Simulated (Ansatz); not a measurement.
All-electron LAPW in Ansatz 0.2.0 under PBEsol, scalar-relativistic, energies extrapolated to zero smearing. Slabs are 1×1 cells cut from bulk crystals relaxed on PAW files, with atoms then relaxed, 16 to 20 Å of vacuum, a dipole correction, k spacings of 0.16 to 0.26 Å⁻¹ and smearing of 0.02 to 0.1 eV, without spin–orbit coupling; Cr, Mn, Fe, Co, Ni, Eu and Gd start ferromagnetic, the others run without spin. The bulk type named needn't be the stable one, and no reconstruction is allowed.

(1) Order these slabs by work function, lowest first.
A. bcc Fe (110), 5 layers
B. bcc Cs (111), 7 layers
C. hcp La (0001), 4 layers

Results:

(1) B (2.01 eV), C (3.31 eV), A (4.98 eV).
